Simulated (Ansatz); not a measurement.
**In$_{3}$Bi: levels along high-symmetry lines**

```xyz
4
Lattice="6.0525 0.0000 0.0000 0.0000 6.0525 0.0000 0.0000 0.0000 6.0525" Properties=species:S:1:pos:R:3 pbc="T T T"
Bi    0.0000    0.0000    0.0000
In    3.0263    0.0000    0.0000
In    0.0000    3.0263    0.0000
In    0.0000    0.0000    3.0263
```

Atoms are numbered in the order listed.

Conventional cell: a = 6.053 Å, b = 6.053 Å, c = 6.053 Å, α = 90.00°, β = 90.00°, γ = 90.00°. Bi (atom 1) has 6 In at 3.03 Å as nearest neighbours. In (atom 2) has 2 Bi at 3.03 Å as nearest neighbours.

The structure comes from a relaxation in the same program, started in the ReO3 type, and has space group Pm-3m. Whether it is a known phase or the ground state wasn't checked.

No spin–orbit coupling, which matters for the heavy atoms here.

These are results of DFT, PBEsol, all-electron LAPW, scalar-relativistic in Ansatz 0.2.0, not measurements.

Sampling and basis: a Γ-centred 7×7×7 k mesh, Fermi–Dirac smearing of 0.05 eV, basis error target 1 meV/atom, no spin polarisation.

Points in fractions of the reciprocal vectors of this cell: Γ (0, 0, 0), X (0, 0.5, 0), M (0.5, 0.5, 0), R (0.5, 0.5, 0.5). The path joins them by straight lines in the order Γ–X–M–Γ–R–X–R–M; legs that retrace an earlier one aren't tabulated. Energies are in eV from the Fermi level.

**Question.** Metal or insulator at this level of theory?

**Answer.** No gap opens: metallic or semimetallic.

**Question.** Tabulate bands 46 to 53, counted from the lowest band of the run, along the path.

**Answer.** 
```csv
k (1/Å),point,band 46,band 47,band 48,band 49,band 50,band 51,band 52,band 53
0.00,Γ,-4.07,-4.07,-3.28,-3.28,-3.28,1.96,1.96,1.96
0.07,,-4.14,-4.07,-3.28,-3.28,-2.95,1.88,1.92,1.92
0.15,,-4.14,-4.06,-3.25,-3.25,-2.34,1.68,1.76,1.76
0.22,,-4.13,-4.05,-3.22,-3.22,-1.63,1.45,1.53,1.53
0.30,,-4.12,-4.04,-3.18,-3.18,-0.87,1.26,1.31,1.31
0.37,,-4.10,-4.03,-3.14,-3.14,-0.10,1.12,1.12,1.14
0.44,,-4.10,-4.02,-3.11,-3.11,0.52,1.01,1.01,1.25
0.52,X,-4.09,-4.02,-3.10,-3.10,0.68,0.97,0.97,1.31
0.59,,-4.30,-4.05,-3.09,-2.79,0.46,0.94,0.97,1.51
0.67,,-4.69,-4.04,-3.07,-2.19,0.11,0.95,0.99,1.59
0.74,,-5.06,-4.03,-3.03,-1.48,-0.22,0.97,1.01,1.64
0.82,,-5.35,-4.02,-2.99,-0.71,-0.49,1.00,1.04,1.43
0.89,,-5.57,-4.01,-2.95,-0.69,0.09,1.02,1.07,1.25
0.96,,-5.70,-4.01,-2.93,-0.82,0.81,1.04,1.09,1.13
1.04,M,-5.74,-4.00,-2.92,-0.86,1.04,1.04,1.09,1.09
1.14,,-5.70,-4.01,-2.94,-0.78,0.80,0.81,1.13,1.13
1.25,,-5.58,-4.02,-2.99,-0.55,0.07,0.08,1.22,1.23
1.35,,-5.38,-4.04,-3.07,-0.82,-0.76,-0.06,1.37,1.39
1.46,,-5.10,-4.07,-3.15,-1.60,-1.56,0.46,1.55,1.61
1.56,,-4.74,-4.09,-3.22,-2.32,-2.30,1.09,1.75,1.80
1.67,,-4.34,-4.10,-3.27,-2.95,-2.94,1.69,1.90,1.95
1.77,Γ,-4.07,-4.07,-3.28,-3.28,-3.28,1.96,1.96,1.96
1.90,,-4.34,-4.34,-2.95,-2.93,-2.93,1.63,1.77,1.77
2.03,,-4.73,-4.73,-2.31,-2.27,-2.27,1.02,1.18,1.18
2.16,,-5.06,-5.06,-1.56,-1.50,-1.50,0.45,0.57,0.57
2.29,,-5.32,-5.32,-0.77,-0.67,-0.67,0.01,0.05,0.05
2.41,,-5.50,-5.50,-0.48,-0.39,-0.39,0.25,0.26,0.26
2.54,,-5.60,-5.60,-0.64,-0.62,-0.62,1.11,1.15,1.15
2.67,R,-5.64,-5.64,-0.70,-0.70,-0.70,1.76,1.76,1.76
2.78,,-5.60,-5.60,-0.67,-0.66,-0.62,1.13,1.16,1.74
2.88,,-5.49,-5.48,-0.59,-0.54,-0.39,0.28,0.28,1.68
2.99,,-5.31,-5.28,-0.66,-0.59,-0.44,-0.35,0.11,1.59
3.09,,-5.04,-5.00,-1.45,-1.40,-0.22,-0.08,0.62,1.49
3.20,,-4.70,-4.65,-2.18,-2.15,0.06,0.25,1.24,1.38
3.30,,-4.32,-4.26,-2.79,-2.78,0.40,0.65,1.20,1.68
3.41,X,-4.09,-4.02,-3.10,-3.10,0.68,0.97,0.97,1.31
4.14,R,-5.64,-5.64,-0.70,-0.70,-0.70,1.76,1.76,1.76
4.21,,-5.64,-5.60,-0.71,-0.66,-0.66,1.15,1.75,1.75
4.29,,-5.66,-5.47,-0.73,-0.53,-0.53,0.29,1.72,1.72
4.36,,-5.68,-5.25,-0.77,-0.54,-0.33,-0.33,1.68,1.68
4.44,,-5.70,-4.96,-1.32,-0.80,-0.06,-0.06,1.62,1.62
4.51,,-5.73,-4.60,-2.03,-0.83,0.28,0.28,1.56,1.56
4.58,,-5.74,-4.22,-2.63,-0.86,0.66,0.66,1.41,1.41
4.66,M,-5.74,-4.00,-2.92,-0.86,1.04,1.04,1.09,1.09
```
